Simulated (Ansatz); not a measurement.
According to DFT-PBE+D3(BJ) in the program Ansatz with PAW potentials, Br in the molecular I2 type structure (Cmce) relaxes to a = 6.986 Å, b = 4.148 Å, c = 8.574 Å.

The Kohn–Sham gap is 1.31 eV (indirect).

The cell was relaxed with PBE+D3(BJ) under the symmetry of its start. The substance is a gas or liquid at ambient conditions; this is its low-temperature solid. Spin–orbit coupling is left out wherever it is not named.

Potentials: the earlier of the program's two PAW sets.
